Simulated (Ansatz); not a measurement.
Problem. OsN3 (ReO3 type, space group No. 221) is relaxed with the program Ansatz at the PBEsol level (PAW). What lattice parameters of the conventional cell result?

Solution. a = 3.789 Å.

These are the values of the symmetrised cell.

Problem. Is it a metal or does it have a gap at this level?

Solution. No gap at this level.

Space group Pm-3m (ReO3 type). The start of the workflow was typed in or built on a structure type; neither database checked (COD, Materials Project) lists it. Its standing as an ambient phase is unchecked. The PBEsol relaxation kept the symmetry of its start; its stability against distortions is not shown here. The workflow began spin-polarised and lost its moments. The cell computed holds one magnetic atom, so no antiferromagnetic order was within reach. Its formation energy is positive at this level, so the cell may be metastable or incomplete. Spin–orbit coupling is left out wherever it is not named.

Potentials: the earlier of the program's two PAW sets. The files were generated under PBE; for other functionals the program regenerates the frozen cores, and for LDA and PBEsol the local potential too.
